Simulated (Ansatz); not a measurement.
ZnS — S-33 NMR of the central transition

Cell: a computed structure from the Materials Project (it need not be an observed phase), taken as it stands.

Space group P6_3mc (No. 186); a = 3.8084, c = 24.8910 Å, γ = 120.00°.

```
site  Wyckoff  site symmetry       x       y       z
 Zn1       2b            3m.  0.3333  0.6667  0.7499
 Zn2       2b            3m.  0.3333  0.6667  0.1248
 Zn3       2a            3m.  0.0000  0.0000  0.0000
 Zn4       2b            3m.  0.6667  0.3333  0.8753
  S9       2a            3m.  0.0000  0.0000  0.5937
 S10       2b            3m.  0.6667  0.3333  0.9690
 S11       2b            3m.  0.3333  0.6667  0.2185
 S12       2b            3m.  0.6667  0.3333  0.3439
```

One atom of each set is listed.

Method: Kohn–Sham DFT in Ansatz, r2SCAN, plane waves and PAW, scalar-relativistic, 500 eV cutoff, Γ-centred 8×8×2 k-points, Fermi–Dirac smearing 0.02 eV.

S-33 has I = 3/2 and Q = -69.40 mb (Pyykkö 2018); at 7.05 T its Larmor frequency is ν₀ = 23.1 MHz. Only the quadrupole interaction is simulated: positions count from each site's isotropic chemical shift, and J coupling is left out, as are shift anisotropy and dipolar coupling, which fast spinning averages.

(1) Simulate the second-order pattern (fast magic-angle spinning, Gaussian broadening 0.02 kHz) of site S12 (4 Zn at 2.33–2.34 Å).

## Answers

(1) The calculation gives C_Q = -0.398 MHz and η = 0.00, so ν_Q = 0.199 MHz and the centre of gravity lies at -7.43 ppm (-0.171 kHz).

(offset (kHz), height): (-0.4456, 0), (-0.4325, 2), (-0.4193, 5), (-0.4062, 5), (-0.3931, 6), (-0.3800, 6), (-0.3669, 6), (-0.3537, 6), (-0.3406, 6), (-0.3275, 6), (-0.3144, 7), (-0.3012, 7), (-0.2881, 10), (-0.2750, 41), (-0.2619, 80), (-0.2488, 65), (-0.2356, 51), (-0.2225, 45), (-0.2094, 42), (-0.1963, 40), (-0.1832, 40), (-0.1700, 39), (-0.1569, 40), (-0.1438, 41), (-0.1307, 43), (-0.1176, 47), (-0.1044, 52), (-0.0913, 62), (-0.0782, 86), (-0.0651, 100), (-0.0519, 37), (-0.0388, 2)

An axis of threefold or higher order runs through S12, so V_zz lies along it and η is zero.
